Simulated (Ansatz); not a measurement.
# SrO: single point, mr2SCAN (computed with Ansatz 0.2.0, plane waves, PAW)

Launched as:

```bash
ansatz run input.yaml --threads 4 --pin off --max-ram 8192MiB --backend cpu --events-out ev --progress --plain --runs-dir out
```

The input:

```yaml
crystal:
  lattice:
    - [0.0, 2.5799196629, 2.5799196629]
    - [2.5799196629, 0.0, 2.5799196629]
    - [2.5799196629, 2.5799196629, 0.0]
  atoms:
    - { symbol: Sr, position: [0.5, 0.5, 0.5] }
    - { symbol: O, position: [0.0, 0.0, 0.0] }
basis:
  ecutwfc: 500
  ecutrho_ratio: 4
kpoints:
  mp_grid: { grid: [8, 8, 8] }
hamiltonian:
  xc: mr2scan
scf:
  occupations: { method: gaussian, width: 0.05 }
output:
  forces: true
  stress: true
  eigenvalues: true
```

Task: What does this run give?

Result: gap on the mesh 3.80 eV; pressure 0.0 GPa.

Output (shortened):

```
Engine: ansatz 0.2.0, aarch64-unknown-linux-gnu
Crystal: 2 atoms, lattice volume = 34.344 Å³
Basis set: ecut = 500 eV, 893 PW (Γ), exchange–correlation on 108×108×108 points (64 copies of the dense FFT grid, shifted against one another)
Bands: 12, of which v1, the nominal top of the filled ones, is band 8 counted from 1 (7 counted from 0)
Symmetry: 48 space group operations
Space group: Fm-3m (ITA 225), of the structure as read, at distance tolerance 3.3e-5 Å
k-points: 29 of 512
Initial wavefunctions: pseudopotential atomic-orbital guess
Functional: x = mr2scan, c = mr2scan; τ floored in thin density (d = 2e-4 eV/Å³)
[…]
SCF iter   5: F=—  HF=-4127.055324 eV  |F-HF|=—  |Δ(HF+E_count)|=   2.24e-6  Δρ=1.03e-4  dr2=2.96e-6  dr2_τ=2.40e-7  ethr=4.49e-7  ⟨swp⟩=2.1  Hψ=432  notcnv=0
SCF iter   6: F=—  HF=-4127.055324 eV  |F-HF|=—  |Δ(HF+E_count)|=   1.99e-8  Δρ=2.96e-5  dr2=3.09e-7  dr2_τ=3.19e-8  ethr=1.85e-8  ⟨swp⟩=2.3  Hψ=572  notcnv=0
SCF iter   7: F=-4127.055324 eV  HF=-4127.055324 eV  |F-HF|=2.82e-8  |Δ(HF+E_count)|=   1.33e-8  Δρ=1.00e-5  dr2=3.60e-8  dr2_τ=1.09e-9  ethr=6.25e-10  ⟨swp⟩=5.9  Hψ=1732  notcnv=0
SCF 1 converged in 7 iterations: F = -4127.055324 eV  dr2 = 3.60e-8
  greatest PAW one-centre occupation: 0.988 electrons in one spin orbital (limit 2), on the Sr atom at site 0 (counted from 0), in its partial waves of l = 0
SCF converged after 7 iterations
Free energy (F): -4127.055324 eV
Harris-Foulkes:  -4127.055324 eV  (|F-HF|=2.82e-8)
Internal energy: -4127.055324 eV  (E = F + TS)
E sigma→0 (E₀):  -4127.055324 eV
Fermi energy:    9.394548 eV
--- Forces (eV/Å), atoms counted from 1 ---
  atom   1  Sr    -0.00000000     0.00000000     0.00000000
  atom   2  O     -0.00000000     0.00000000     0.00000000
--- Stress (GPa, compression-positive) ---
       -0.000380      -0.000000       0.000000
        0.000000      -0.000380       0.000000
        0.000000       0.000000      -0.000380
  P = ⅓ Tr σ = -0.0004 GPa (-0.004 kbar)
```

Time: 0.92 s on 4 threads of Arm Neoverse V1, with other jobs on the host, peak memory 0.35 GiB.

Caveats: the cell typed comes from this study's own search for zero pressure.
